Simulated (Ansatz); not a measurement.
Calculation for Mo: DFT, PBE, all-electron LAPW, scalar-relativistic (Ansatz 0.2.0).

The cell comes from a relaxation on PAW files under the same functional, begun from a database entry that needn't be the ground state.

Command: `ansatz run input.yaml --threads 1 --pin off --max-ram 3072MiB --backend cpu --events-out ev --progress --plain --runs-dir out` It took 31 s on 1 thread of Arm Neoverse V1, with other jobs on the host, peak memory 0.53 GiB.

```yaml
crystal:
  lattice:
    - [-1.5804816334, 1.5804816334, 1.5804816334]
    - [1.5804816334, -1.5804816334, 1.5804816334]
    - [1.5804816334, 1.5804816334, -1.5804816334]
  atoms:
    - { symbol: Mo, position: [0.0, 0.0, 0.0] }
kpoints:
  mp_grid: { grid: [23, 23, 23] }
scf:
  occupations: { method: fermi_dirac, width: 0.05 }
hamiltonian:
  xc: pbe
  pseudopotentials: { kind: all_electron, lapw: { basis_error: 0.0005 } }
output:
  forces: true
  stress: true
  eigenvalues: true
```

Output:

```
LAPW: plane waves up to 8.391 Å⁻¹, error target 5.0e-4 eV per atom; small_component_spin mean_spin; Mo in spheres of 1.369 Å, 30 of its electrons in bands, Dirac shells [] (how accurate: hamiltonian.pseudopotentials.lapw.basis_error, Limitations)
Engine: ansatz 0.2.0
Pseudopotentials: kind: all_electron
Pseudopotential: Mo, LAPW, valence charge 30, lapw/all_electron/scalar/gaussian/Mo, Koelling and Harmon's equation, gaussian nucleus
Functional definition: PBE
  parameter kappa = 0.804
  parameter beta = 0.06672455060314922
  exchange = pbe_x(kappa = kappa, mu = beta*pi^2/3)
  correlation = pbe_c(beta = beta)
Crystal: 1 atoms, lattice volume = 15.792 Å³
Basis set: ecut = 268.2492198931767 eV, 141 PW (Γ), exchange–correlation at level 2
Bands: 19, of which v1, the nominal top of the filled ones, is band 15 counted from 1 (14 counted from 0)
Symmetry: 48 space group operations
Space group: Im-3m (ITA 229), of the structure as read, at distance tolerance 2.5e-5 Å
k-points: 364 of 12167
Non-local potential: Mo, projectors of the file, none
Initial density: superposition of atomic densities (chi_scale 0.1, normalization cell)
Initial wavefunctions: plane waves of lowest kinetic energy (no species holds an atomic orbital)
Functional: x = pbe(κ = 0.804, μ = 0.2195149727645171), c = pbe(β = 0.06672455060314922)
iter 1 solved again at ethr=9.33e-4 eV; its pass at ethr=1.00e-1 eV (dr2=2.80e-1 eV) is discarded
SCF iter   1: F=—  HF=-110178.468383 eV  |F-HF|=—  |Δ(HF+E_count)|=         —  Δρ=5.49e-2  dr2=2.81e-1  ethr=9.33e-4  ⟨swp⟩=2.4  Hψ=42475  notcnv=0
preconditioner: auto → Kerker (q_TF=auto, 3.036 Å⁻¹)  [metal: Δε(μ)=0.008 eV  Ē_g=8.551 eV  σ=0.050 eV  W_gap=0.04  n_scr=12 (ndim 8)  ℏωp=22.9 eV  f_vac=0.000  D(μ)=0.52/eV (n_scr^D=0)]
SCF iter   2: F=—  HF=-110177.869779 eV  |F-HF|=—  |Δ(HF+E_count)|=   5.99e-1  Δρ=2.27e-2  dr2=5.74e-2  ethr=9.33e-4  ⟨swp⟩=2.3  Hψ=21471  notcnv=0
SCF iter   3: F=—  HF=-110177.852524 eV  |F-HF|=—  |Δ(HF+E_count)|=         —  Δρ=1.33e-2  dr2=2.35e-2  ethr=1.91e-4  ⟨swp⟩=2.0  Hψ=19809  notcnv=0  defer=1
the basis was enlarged: its passes take 944.6 KiB over the memory plan, 1 of 1 planned eigensolver slots
SCF iter   4: F=—  HF=-110177.851701 eV  |F-HF|=—  |Δ(HF+E_count)|=   8.23e-4  Δρ=5.04e-3  dr2=4.32e-3  ethr=7.84e-5  ⟨swp⟩=2.0  Hψ=19169  notcnv=0
iter 5 solved again at ethr=1.00e-6 eV; its pass at ethr=1.44e-5 eV (dr2=3.00e-4 eV) is discarded
SCF iter   5: F=—  HF=-110177.852293 eV  |F-HF|=—  |Δ(HF+E_count)|=   5.92e-4  Δρ=1.36e-3  dr2=2.99e-4  ethr=1.00e-6  ⟨swp⟩=2.0  Hψ=34016  notcnv=0
SCF iter   6: F=—  HF=-110177.852293 eV  |F-HF|=—  |Δ(HF+E_count)|=   1.30e-8  Δρ=2.84e-4  dr2=6.73e-6  ethr=9.98e-7  ⟨swp⟩=2.0  Hψ=20097  notcnv=0
SCF iter   7: F=-110177.852294 eV  HF=-110177.852294 eV  |F-HF|=1.80e-8  |Δ(HF+E_count)|=   1.05e-6  Δρ=2.34e-5  dr2=3.28e-8  ethr=2.24e-8  ⟨swp⟩=2.0  Hψ=20099  notcnv=0  defer=1
SCF 1 converged in 7 iterations: F = -110177.852294 eV  dr2 = 3.28e-8
the search or the solves at the SCF's close seem to have found levels that the self-consistency loop had missed (the run counts 1). By its estimate they hold under 1e-12 electrons; where the run keeps them, the occupations were computed again with them
SCF converged after 7 iterations
Free energy (F): -110177.852294 eV
Harris-Foulkes:  -110177.852294 eV  (|F-HF|=1.80e-8)
Internal energy: -110177.848434 eV  (E = F + TS)
E sigma→0 (E₀):  -110177.850364 eV
Entropy (-TS):   -0.003860 eV (-3.860 meV/atom)
Fermi energy:    23.171446 eV
--- Per-component energies (eV) ---
  E_band       = -4088.200595
  E_kinetic    = 114177.928126
  E_xc         = -3371.065573
  E_electrostatic = -220984.710987  (all electrons and nuclei)
  E_smearing   = -0.003860  (= −TS)
  E_closure    = 0.000000  (closes the sum)
  E_atoms      = -110166.923224  (free atoms, spherical and without spin; not in F)
  Σ components = -110177.852294   (vs F -110177.852294, Δ=0.00e0)
  Basis errors (estimates in eV, not in F): energy 1.1e-4 per atom: plane waves 9.4e-5 (4.9e-5 summed), levels above the bands 3.5e-82, relativity 4.7e-8, radial functions 1.8e-5, core shells 1.5e-7; eigenvalues (radial functions only) 2.9e-6; not estimated: angular momenta, meshes, grids; target (lapw.basis_error) 5.0e-4; muffin-tin radii Mo 1.369 Å
--- Forces (eV/Å), atoms counted from 1 ---
  atom   1  Mo     0.00000000    -0.00000000     0.00000000
  max |Σ_I F_I| component: 5.26e-31 eV/Å
--- Stress (GPa, compression-positive) ---
       -0.014497       0.000000      -0.000000
        0.000000      -0.014497       0.000000
       -0.000000       0.000000      -0.014497
  P = ⅓ Tr σ = -0.0145 GPa (-0.145 kbar)
--- Band table (eV; the first three rows and the last of 364) ---
  k-point 0: bands = ["-352.7233", "-352.7233", "-352.7233", "-194.6219", "-194.6219", "-194.5938", "-194.5938", "-194.5938", "-38.1135", "-11.3948", "-11.3948", "-11.3948", "15.9800", "21.8273", "21.8273", "21.8273", "24.8138", "24.8138", "37.8511"]
  k-point 1: bands = ["-352.7233", "-352.7233", "-352.7233", "-194.6219", "-194.6219", "-194.5938", "-194.5938", "-194.5938", "-38.1088", "-11.4217", "-11.4031", "-11.3950", "16.0633", "21.7802", "21.8203", "21.9048", "24.7423", "24.8148", "37.9139"]
  k-point 2: bands = ["-352.7233", "-352.7233", "-352.7233", "-194.6219", "-194.6219", "-194.5938", "-194.5938", "-194.5938", "-38.0954", "-11.5001", "-11.4274", "-11.3955", "16.3060", "21.6455", "21.7922", "22.1354", "24.5636", "24.8200", "38.0803"]
  k-point 363: bands = ["-352.7233", "-352.7233", "-352.7233", "-194.6219", "-194.6219", "-194.5938", "-194.5938", "-194.5938", "-37.6830", "-12.3307", "-12.3258", "-12.3258", "17.8371", "17.8514", "26.9627", "26.9627", "27.0541", "32.0237", "32.3169"]
```

Next run (no relativity), as changes to the input before:

```diff
   xc: pbe
-  pseudopotentials: { kind: all_electron, lapw: { basis_error: 0.0005 } }
+  pseudopotentials:
+    kind: all_electron
+    lapw: { basis_error: 0.0005 }
+    relativity: none
 output:
```

Results part of the output:

```
SCF 1 converged in 7 iterations: F = -108229.053266 eV  dr2 = 3.11e-8
SCF converged after 7 iterations
Free energy (F): -108229.053266 eV
Harris-Foulkes:  -108229.053266 eV  (|F-HF|=3.44e-8)
Internal energy: -108229.047865 eV  (E = F + TS)
E sigma→0 (E₀):  -108229.050566 eV
Entropy (-TS):   -0.005400 eV (-5.400 meV/atom)
Fermi energy:    23.176280 eV
--- Per-component energies (eV) ---
  E_band       = -4073.195521
  E_kinetic    = 108177.247358
  E_xc         = -3304.641596
  E_electrostatic = -213101.653627  (all electrons and nuclei)
  E_smearing   = -0.005400  (= −TS)
  E_closure    = 0.000000  (closes the sum)
  E_atoms      = -108218.735560  (free atoms, spherical and without spin; not in F)
  Σ components = -108229.053266   (vs F -108229.053266, Δ=0.00e0)
  Basis errors (estimates in eV, not in F): energy 1.1e-4 per atom: plane waves 9.6e-5 (5.0e-5 summed), levels above the bands 2.4e-85, relativity 0.0e0, radial functions 1.7e-5, core shells 2.8e-7; eigenvalues (radial functions only) 2.6e-6; not estimated: angular momenta, meshes, grids; target (lapw.basis_error) 5.0e-4; muffin-tin radii Mo 1.369 Å
--- Forces (eV/Å), atoms counted from 1 ---
  atom   1  Mo     0.00000000    -0.00000000     0.00000000
  max |Σ_I F_I| component: 6.25e-31 eV/Å
--- Stress (GPa, compression-positive) ---
        3.262197       0.000000       0.000000
        0.000000       3.262197      -0.000000
        0.000000      -0.000000       3.262197
  P = ⅓ Tr σ = 3.2622 GPa (32.622 kbar)
--- Band table (eV; the first three rows and the last of 364) ---
  k-point 0: bands = ["-347.0144", "-347.0144", "-347.0144", "-197.9177", "-197.9177", "-197.8908", "-197.8908", "-197.8908", "-34.4023", "-10.4152", "-10.4152", "-10.4152", "16.8226", "21.7200", "21.7200", "21.7200", "24.6511", "24.6511", "37.9321"]
  k-point 1: bands = ["-347.0144", "-347.0144", "-347.0144", "-197.9177", "-197.9177", "-197.8908", "-197.8908", "-197.8908", "-34.3965", "-10.4438", "-10.4241", "-10.4154", "16.9034", "21.6741", "21.7144", "21.7972", "24.5822", "24.6524", "37.9932"]
  k-point 2: bands = ["-347.0144", "-347.0144", "-347.0144", "-197.9177", "-197.9177", "-197.8908", "-197.8908", "-197.8908", "-34.3793", "-10.5271", "-10.4499", "-10.4161", "17.1376", "21.5426", "21.6918", "22.0266", "24.4096", "24.6581", "38.1544"]
  k-point 363: bands = ["-347.0144", "-347.0144", "-347.0144", "-197.9177", "-197.9177", "-197.8908", "-197.8908", "-197.8908", "-33.8547", "-11.4099", "-11.4047", "-11.4047", "17.8004", "17.8161", "26.7657", "26.7657", "26.8446", "32.4182", "32.6877"]
```

Next run (spin-orbit coupling on), as changes to the input before:

```diff
   xc: pbe
-  pseudopotentials:
-    kind: all_electron
-    lapw: { basis_error: 0.0005 }
-    relativity: none
+  pseudopotentials: { kind: all_electron, lapw: { basis_error: 0.0005 } }
 output:
   eigenvalues: true
+magnetization:
+  noncollinear: true
+  spin_orbit: true
```

Command: `ansatz run input.yaml --threads 1 --pin off --max-ram 3072MiB --backend cpu --events-out ev --progress --plain --runs-dir out` It took 5.9 min on 1 thread of Arm Neoverse V1, on a shared host, peak memory 0.98 GiB.

Results part of the output:

```
SCF 1 converged in 8 iterations: F = -110193.792612 eV  dr2 = 2.60e-9
SCF converged after 8 iterations
Magnetization: |M| = 0.0000 μB,  M = (+0.0000, +0.0000, +0.0000) μB
Absolute magnetization: 0.0000 μB (∫|m|)
  site 0: m = (+0.0000, +0.0000, +0.0000) μB, |m| = 0.0000 μB  (R = 1.37 Å)
Free energy (F): -110193.792612 eV
Harris-Foulkes:  -110193.792612 eV  (|F-HF|=6.65e-9)
Internal energy: -110193.788825 eV  (E = F + TS)
E sigma→0 (E₀):  -110193.790718 eV
Entropy (-TS):   -0.003787 eV (-3.787 meV/atom)
Fermi energy:    23.174604 eV
--- Per-component energies (eV) ---
  E_band       = -4089.550509
  E_kinetic    = 114258.426103
  E_xc         = -3371.972260
  E_electrostatic = -221080.242669  (all electrons and nuclei)
  E_smearing   = -0.003787  (= −TS)
  E_closure    = 0.000000  (closes the sum)
  E_atoms      = -110182.842447  (free atoms, spherical and without spin; not in F)
  Σ components = -110193.792612   (vs F -110193.792612, Δ=0.00e0)
  Basis errors (estimates in eV, not in F): energy 1.1e-4 per atom: plane waves 8.9e-5 (4.6e-5 summed), levels above the bands 4.7e-84, relativity 7.8e-8, radial functions 1.8e-5, core shells 1.5e-7; eigenvalues (radial functions only) 2.9e-6; not estimated: angular momenta, meshes, grids; target (lapw.basis_error) 5.0e-4; muffin-tin radii Mo 1.369 Å
--- Forces (eV/Å), atoms counted from 1 ---
  atom   1  Mo     0.00000000    -0.00000000    -0.00000000
  max |Σ_I F_I| component: 3.73e-29 eV/Å
--- Stress (GPa, compression-positive) ---
        0.076368      -0.000000       0.000000
       -0.000000       0.076368      -0.000000
        0.000000      -0.000000       0.076368
  P = ⅓ Tr σ = 0.0764 GPa (0.764 kbar)
--- Band table (eV; the first three rows and the last of 364) ---
  k-point 0: bands = ["-364.7037", "-364.7037", "-347.1584", "-347.1584", "-347.1584", "-347.1584", "-196.5418", "-196.5418", "-196.5418", "-196.5418", "-193.2251", "-193.2251", "-193.2251", "-193.2251", "-193.2082", "-193.2082", "-38.0963", "-38.0963", "-13.1636", "-13.1636", "-10.5704", "-10.5704", "-10.5704", "-10.5704", "15.9814", "15.9814", "21.7809", "21.7809", "21.7809", "21.7809", "21.9213", "21.9213", "24.8234", "24.8234", "24.8234", "24.8234", "37.8498", "37.8498"]
  k-point 1: bands = ["-364.7037", "-364.7037", "-347.1584", "-347.1584", "-347.1584", "-347.1584", "-196.5418", "-196.5418", "-196.5418", "-196.5418", "-193.2251", "-193.2251", "-193.2251", "-193.2251", "-193.2082", "-193.2082", "-38.0917", "-38.0917", "-13.1740", "-13.1740", "-10.5914", "-10.5914", "-10.5745", "-10.5745", "16.0647", "16.0647", "21.7499", "21.7499", "21.8064", "21.8064", "21.9500", "21.9500", "24.7518", "24.7518", "24.8245", "24.8245", "37.9128", "37.9128"]
  k-point 2: bands = ["-364.7037", "-364.7037", "-347.1584", "-347.1584", "-347.1584", "-347.1584", "-196.5418", "-196.5418", "-196.5418", "-196.5418", "-193.2251", "-193.2251", "-193.2251", "-193.2251", "-193.2082", "-193.2082", "-38.0782", "-38.0782", "-13.2046", "-13.2046", "-10.6522", "-10.6522", "-10.5865", "-10.5865", "16.3073", "16.3073", "21.6336", "21.6336", "21.7906", "21.7906", "22.1496", "22.1496", "24.5729", "24.5729", "24.8299", "24.8299", "38.0793", "38.0793"]
  k-point 363: bands = ["-364.7037", "-364.7037", "-347.1584", "-347.1584", "-347.1584", "-347.1584", "-196.5418", "-196.5418", "-196.5418", "-196.5418", "-193.2251", "-193.2251", "-193.2251", "-193.2251", "-193.2082", "-193.2082", "-37.6653", "-37.6653", "-13.9917", "-13.9917", "-11.5581", "-11.5581", "-11.5546", "-11.5546", "17.8377", "17.8377", "17.8520", "17.8520", "26.8978", "26.8978", "26.9554", "26.9554", "27.1435", "27.1435", "31.7178", "31.7178", "32.3734", "32.3734"]
```
